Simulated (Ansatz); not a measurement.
Time and memory for ZrB2

```yaml
crystal:
  lattice:
    - [3.17, 0.0, 0.0]
    - [-1.585, 2.74530053, 0.0]
    - [0.0, 0.0, 3.533]
  atoms:
    - { symbol: Zr, position: [0.0, 0.0, 0.0] }
    - { symbol: B, position: [0.3333333333, 0.6666666667, 0.5] }
    - { symbol: B, position: [0.6666666667, 0.3333333333, 0.5] }
kpoints:
  mp_grid: { grid: [17, 17, 13] }
scf:
  occupations: { method: fermi_dirac, width: 0.05 }
hamiltonian:
  xc: pbe
  pseudopotentials: { kind: paw_fr }
output:
  forces: true
  stress: true
  populations: true
  efg:
    quadrupole_moments_barn: { Zr: -0.176, B: 0.04059 }
    contact_densities: true
magnetization:
  noncollinear: true
  spin_orbit: true
```

```sh
ansatz run input.yaml --threads 4 --pin off --max-ram 10240MiB --backend cpu --events-out ev --progress --plain --runs-dir out
```

It runs on 4 threads of Intel Xeon Platinum 8375C CPU @ 2.90GHz (Ice Lake) (x86_64; 16 cores open to the job, memory cap 10.0 GiB, no GPU), a shared host with a load of 0.2 a core.

Task: Estimate the wall time and the peak memory.

Result: About 7.8 s of wall time (27 s of CPU time) and 0.8 GiB. The run holds 18 valence electrons in 26 bands, about 575 plane waves a k-point and 231 irreducible k-points, and took 7 SCF iterations. Times on a shared host vary by tens of per cent.
